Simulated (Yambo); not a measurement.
Material: RbHgF3 (cubic perovskite, space group Pm-3m, No. 221); a = b = c = 4.549 Å, α = β = γ = 90.00° (5 atoms in the cell). The geometry is that of Materials Project entry mp-7482, symmetrised and not relaxed again.

With norm-conserving LDA (Quantum ESPRESSO, 84 Ry, without SOC), the gap between the mesh's edge points (R → Γ) is 0.353 eV.

**Question.** What does a G0W0 run in Yambo give for it (4×4×4 Γ-centred k mesh, bands 5 to 143 and a 7 Ry block in the screening, 143 bands in G with the Bruneval-Gonze terminator, plasmon pole fitted at 27.2 eV)?

**Answer.** The correction is 2.105 eV, giving 2.457 eV, 7.0 times the LDA value.  Nearest settings tried, and what they do to the gap: 112 bands in W, 112 bands in G: +46 meV; 6 Ry block (179 vectors against 251): -4 meV; 2×2×2 mesh: +58 meV. So the settings aren't converged at that level. Spin-orbit coupling is left out, which matters for elements this heavy: edges can move by tenths of an eV. The cell is held in this high symmetry; tilts and polar distortions were not searched.
